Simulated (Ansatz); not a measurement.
LiNbO₃ (LiNbO3 type, space group R3c)

Space group R3c, hexagonal axes (No. 161); a = b = 5.137 Å, c = 13.885 Å, α = β = 90.00°, γ = 120.00°

```
atom  site  symmetry       x       y       z
----  ----  --------  ------  ------  ------
Li      6a        3.  0.0000  0.0000  0.2978
Nb      6a        3.  0.0000  0.0000  0.0158
O      18b         1  0.0448  0.3436  0.0789
```
(The calculation used a cell of 10 atoms; values per cell refer to that cell.)

E(V) scan at fixed shape, V₀ the volume above. The atoms relax within the cell's symmetry.

These are r2SCAN (plane waves to 500 eV, PAW, scalar-relativistic; Ansatz, a program for electronic structure) values and carry that method's errors. k mesh 8×8×8 (Γ-centred), Fermi-Dirac smearing 0.05 eV. E stands for the smeared free energy. With the shape held, the modulus is that of even scaling; a crystal free to change shape is softer. LiNbO3 is run without spin polarisation. LiNbO3 was relaxed with its symmetry unable to fall. The zero of ΔE is the relaxed starting cell.

| V (Å³/atom) | ΔE (meV/atom) |
|---|---|
| 9.944 | 15.8 |
| 10.071 | 9.9 |
| 10.198 | 5.4 |
| 10.325 | 2.4 |
| 10.452 | 0.6 |
| 10.579 | 0.0 |
| 10.706 | 0.5 |
| 10.833 | 2.1 |
| 10.960 | 4.6 |
| 11.087 | 8.0 |
| 11.214 | 12.1 |

Q: What bulk modulus at fixed cell shape B₀ follows from a third-order Birch-Murnaghan fit?

A: 116 GPa.

Q: What is the fitted pressure derivative B₀′?

A: 5.4.

(Under strain, the slope of the energy per volume gives the stress and its curvature an elastic modulus.)
